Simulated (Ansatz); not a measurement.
Input and command of a plane-wave DFT calculation in Ansatz:

```yaml
crystal:
  lattice:
    - [1.4623515618, 0.8442890679, 4.4166758051]
    - [-1.4623515618, 0.8442890679, 4.4166758051]
    - [0.0, -1.6885781357, 4.4166758051]
  atoms:
    - { symbol: Cu, position: [0.75, 0.75, 0.75] }
    - { symbol: Cu, position: [0.25, 0.25, 0.25] }
    - { symbol: H, position: [0.0, 0.0, 0.0] }
basis:
  ecutwfc: 420
kpoints:
  mp_grid: { grid: [6, 6, 6] }
hamiltonian:
  xc: pbe
scf:
  occupations: { method: gaussian, width: 0.1 }
  lower_state_search: "off"
output:
  forces: true
  stress: true
  eigenvalues: true
```

```bash
ansatz run input.yaml --threads 1 --pin off --max-ram 2560MiB --backend cpu --events-out ev --progress --plain --runs-dir out
```

Processor: Intel(R) Xeon(R) Platinum 8375C CPU @ 2.90GHz (Ice Lake), 1 thread, on a host shared with other jobs.

How long does it run, and how much memory does it take?

About 1.6 s on 1 thread of Intel(R) Xeon(R) Platinum 8375C CPU @ 2.90GHz (Ice Lake) (shared host), peak memory 0.35 GiB. It solves 24 bands at 32 k points (the mesh reduced by the symmetry that the task leaves, which can be less than the crystal's) with about 645 plane waves, in 7 SCF iterations.
